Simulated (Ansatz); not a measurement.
Elastic constants of BePd (Pm-3m), step by step

```xyz
2
Lattice="2.7726 0.0000 0.0000 0.0000 2.7726 0.0000 0.0000 0.0000 2.7726" Properties=species:S:1:pos:R:3 pbc="T T T"
Be    0.0000    0.0000    0.0000
Pd    1.3863    1.3863    1.3863
```

Computed, not measured; unless marked otherwise by LDA, all-electron LAPW in Ansatz 0.2.0, scalar-relativistic. k mesh 14×14×14, strains of ±0.008, Fermi-Dirac smearing of 0.050 eV, basis error target 0.5 meV/atom. The cell was relaxed by PAW under this functional, which moved its volume by -4 % from the database entry's.

The cell is cubic and carries a residual pressure of -0.04 GPa at this level. Each strain component that symmetry leaves independent is applied at ±0.008 and ±0.016, the ions relax wherever a strain frees them, and the stress (tension positive, GPa) is read. Shears are engineering strains, γ = 2ε.

```csv
strain,size,σxx,σyy,σzz,σyz,σxz,σxy
xx,-0.016,-4.3782,-3.0086,-3.0086,0.0000,0.0000,0.0000
xx,-0.008,-1.8484,-1.5577,-1.5577,0.0000,0.0000,0.0000
xx,+0.008,1.7519,1.6048,1.6048,0.0000,0.0000,0.0000
xx,+0.016,3.4822,3.0412,3.0412,0.0000,0.0000,0.0000
yz,-0.016,-0.0377,0.0127,0.0127,-1.4341,0.0000,0.0000
yz,-0.008,0.0219,0.0348,0.0348,-0.7145,0.0000,0.0000
yz,+0.008,0.0219,0.0348,0.0348,0.7145,0.0000,0.0000
yz,+0.016,-0.0377,0.0127,0.0127,1.4341,0.0000,0.0000
```

The slope is [8(σ(+δ) − σ(−δ)) − (σ(+2δ) − σ(−2δ))]/(12δ), and the program imposes the crystal's symmetry on the matrix.

Q: What are the independent elastic constants?

A: C11 = 218.1, C12 = 200.5, C44 = 89.2 GPa.

Q: Do they meet the Born conditions?

A: C11 − C12 = 17.6, C11 + 2C12 = 619.2 and C44 = 89.2 GPa must all be positive, so the crystal is elastically stable; that says nothing yet of its phonons.

Q: What moduli does a random aggregate of grains have?

A: B = (C11 + 2C12)/3 = 206.4 GPa. G_V = (C11 − C12 + 3C44)/5 = 57.0 and G_R = 5(C11 − C12)C44/(4C44 + 3(C11 − C12)) = 19.2, so G_H = 38.1 GPa. Then E = 9BG/(3B + G) = 107.7 GPa, ν = (3B − 2G)/(6B + 2G) = 0.413 and B/G = 5.41, on the ductile side of Pugh's 1.75 (a rule of thumb).

Q: With the density of 8.993 g/cm³, how fast does sound travel, and what Debye temperature follows?

A: 

```json
{"direction": "[100]", "slow (m/s)": "3149", "middle (m/s)": "3149", "fast (m/s)": "4925"}
{"direction": "[110]", "slow (m/s)": "990", "middle (m/s)": "3149", "fast (m/s)": "5762"}
{"direction": "[111]", "slow (m/s)": "1990", "middle (m/s)": "1990", "fast (m/s)": "6015"}
```

The mean of v⁻³ over directions and branches gives v_m = 2166 m/s and θ_D = (ħ/k_B) v_m (6π²n)^(1/3) = 293 K, n being atoms per volume. Young's modulus spans 26 to 234 GPa over directions, and the universal anisotropy index is 9.86.

Q: How far do the constants move if PAW replaces LAPW in the same cell?

A: 

| constant | LAPW (GPa) | PAW (GPa) | difference |
| --- | --- | --- | --- |
| C11 | 218.1 | 218.2 | 0.1 |
| C12 | 200.5 | 200.5 | 0.0 |
| C44 | 89.2 | 89.1 | -0.1 |

Q: How far do the constants move if all-electron PAW (datasets made for the crystal) replaces LAPW in the same cell?

A: 

```json
{"constant": "C11", "LAPW (GPa)": "218.1", "all-electron PAW (datasets made for the crystal) (GPa)": "218.1", "difference": "0.0"}
{"constant": "C12", "LAPW (GPa)": "200.5", "all-electron PAW (datasets made for the crystal) (GPa)": "200.5", "difference": "0.0"}
{"constant": "C44", "LAPW (GPa)": "89.2", "all-electron PAW (datasets made for the crystal) (GPa)": "89.2", "difference": "0.0"}
```

Q: What happens at 2 GPa (cell relaxed there)?

A: The volume falls to 0.9906 of its value, and C11 = 229.2, C12 = 208.7, C44 = 92.6 GPa (slopes of the stress), in this structure whether or not another phase takes over.

Limits of these numbers: responses of metals move with mesh and smearing; the softest shear constant rests on one k mesh, and a soft shear can herald a distortion on cooling; slopes at the two strain sizes disagree; the frozen-core PAW files of the compared runs were fitted under PBE, their cores solved anew for this functional.
